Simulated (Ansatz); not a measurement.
A geometry of Cs2NaScF6 away from equilibrium: step 2 of the relaxation of a relaxed Cs2NaScF6 cell shaken by Gaussian noise of σ = 0.08 Å a coordinate. All values below come from r2SCAN (plane waves to 500 eV, PAW, scalar-relativistic; Ansatz, a quantum-chemistry and plane-wave program). Γ-centred k-mesh 5×5×5 on the run's cell (coarser than for final values), Fermi–Dirac smearing 0.05 eV.

```xyz
10
Lattice="0.0032 4.4204 4.4014 4.4110 0.0049 4.3997 4.4368 4.4444 -0.0209" Properties=species:S:1:pos:R:3:forces:R:3 pbc="T T T" free_energy=-19877.893 pressure_GPa=0.2
Cs     6.5642     6.6340     6.5957    0.1177   -0.0143   -0.1345
Cs     2.1755     2.2322     2.1548    0.0123   -0.0855   -0.0219
Na     4.3452     4.3320     4.2657    0.0679    0.1603    0.2327
Sc    -0.0589    -0.0429    -0.0490    1.1460    0.9848    0.4807
F      2.0784     4.4461     4.4295   -0.5946   -0.0557   -0.1020
F      6.8353     4.4983     4.3403   -0.6233   -0.1419    0.0083
F      4.3237     2.0547     4.4518    0.1488   -0.3360   -0.0568
F      4.3807     6.8640     4.2158    0.0350   -0.5387    0.1390
F      4.4669     4.3166     2.0088   -0.1639    0.1150   -0.3812
F      4.4896     4.5149     6.7580   -0.1461   -0.0879   -0.1642
```

Positions in Å, forces in eV/Å, free energy of the cell in eV (comparable only within this code, potentials and settings). Largest force: 1.59 eV/Å, on Sc4 (atoms numbered as listed); the geometry lies 0.02 eV/atom above the end of its relaxation.

No spin polarisation in the result.

The cell that was disturbed is our relaxation of an entry of Materials Project.
